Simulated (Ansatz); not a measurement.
# Mn$_{3}$Sn, first-principles data

Mn₃Sn:
```cif
data_Mn12Sn4
_chemical_formula_sum 'Mn12 Sn4'
_space_group_name_H-M_alt 'P 1'
_space_group_IT_number 1
_cell_length_a 5.38773
_cell_length_b 5.38773
_cell_length_c 8.50868
_cell_angle_alpha 90.000
_cell_angle_beta 90.000
_cell_angle_gamma 120.000
loop_
_space_group_symop_operation_xyz
  'x, y, z'
loop_
_atom_site_label
_atom_site_type_symbol
_atom_site_fract_x
_atom_site_fract_y
_atom_site_fract_z
_atom_site_occupancy
Mn1 Mn 0.84924 0.69848 0.86949 1
Mn2 Mn 0.15076 0.84924 0.13051 1
Mn3 Mn 0.30152 0.15076 0.86949 1
Mn4 Mn 0.15076 0.30152 0.13051 1
Mn5 Mn 0.84924 0.15076 0.86949 1
Mn6 Mn 0.69848 0.84924 0.13051 1
Sn1 Sn 0.33333 0.66667 0.88131 1
Sn2 Sn 0.66667 0.33333 0.11869 1
Mn7 Mn 0.84924 0.69848 0.36949 1
Mn8 Mn 0.15076 0.84924 0.63051 1
Mn9 Mn 0.30152 0.15076 0.36949 1
Mn10 Mn 0.15076 0.30152 0.63051 1
Mn11 Mn 0.84924 0.15076 0.36949 1
Mn12 Mn 0.69848 0.84924 0.63051 1
Sn3 Sn 0.33333 0.66667 0.38131 1
Sn4 Sn 0.66667 0.33333 0.61869 1
```
The run is spin-polarised; directions of the spins, atom by atom: ↑ ↑ ↑ ↑ ↑ ↑ 0 0 ↓ ↓ ↓ ↓ ↓ ↓ 0 0.

Space group P-3m1 (No. 164); conventional cell a = 5.388 Å, b = 5.388 Å, c = 4.254 Å, α = 90.00°, β = 90.00°, γ = 120.00°.

Method: plane-wave PAW PBEsol (Ansatz code). The cell and atoms are relaxed at this level. Other levels are named where they apply.

**Cell and energy**

```json
{
 "volume_per_atom": "13.37 Å³",
 "density": "8.80 g/cm³",
 "Formation energy from the elements (no fitted shifts)": "16 kJ/mol of atoms"
}
```

**Electronic structure**

```json
{
 "electronic_character": "metallic (no gap)",
 "Density of states at the Fermi level": "0.73 states/eV per atom (mean over ±0.08 eV)"
}
```

**Magnetism**

```json
{
 "magnetic_order": "antiferromagnetic",
 "net_moment": "0.00 μB per atom"
}
```

**Mechanics**

```json
{
 "Bulk modulus (Birch–Murnaghan fit)": "159 GPa",
 "Pressure derivative B′": "5.4"
}
```

The workflow started from an entry of the Crystallography Open Database (COD); the relaxed space group is not among those it files for this formula. COD files the formula under space group No. 194. Whether it is the stable phase at ambient conditions was not checked. The cell was relaxed with PBEsol under the symmetry of its start, as lowered by the spin order; whether a distortion lowers the energy is not shown. The final state is antiferromagnetic, chosen from 5 collinear starts compared on coarse meshes (ties went to the first, and starts can fall back to one state), not a proven ground state. The volume moved by -15 % from the start of the relaxation. Its formation energy is positive at this level, so the cell may be metastable or incomplete. The volume fell by over 15 % from the filed cell, which may lack light atoms or belong to other conditions. Point labels and valley counts follow the cell and symmetry of the run, lower than the named group. Axis ratios of metals converge slowly with the k-mesh, so a and c are less sure than the volume. The references are the lowest solids computed at this level, not always the standard phases. Spin–orbit coupling is left out wherever it is not named.

Potentials: the later of the program's two PAW sets.
